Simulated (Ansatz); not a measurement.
# LuSb (Fm-3m): the size of the finite step

```yaml
crystal:
  lattice:
    - [0.00000, 2.99825, 2.99825]
    - [2.99825, 0.00000, 2.99825]
    - [2.99825, 2.99825, 0.00000]
  atoms:
    - { symbol: Lu, position: [0.00000, 0.00000, 0.00000] }
    - { symbol: Sb, position: [0.50000, 0.50000, 0.50000] }
```

Level of theory, where no other is named: PBEsol, PAW on Ansatz 0.2.0's default frozen-core files (fitted under PBE), scalar-relativistic. k mesh 14×14×14, strains of ±0.008, Fermi-Dirac smearing of 0.050 eV, cutoff 420 eV. The cell was relaxed by PAW under this functional, which moved its volume by -4 % from the database entry's. This phase needn't be the one found at ambient conditions.

Problem. Elastic constants come from stresses at strains of ±0.008 (two-point stencil): C11 = 170.1, C12 = 16.4, C44 = 24.6 GPa. What does an amplitude of 0.04 give?

Solution. C11 = 175.4, C12 = 16.1, C44 = 25.1 GPa. A large step picks up anharmonic terms.

Limits of these numbers: frozen-core PAW files fitted under PBE, their cores solved anew for the functional of the run; responses of metals move with mesh and smearing.
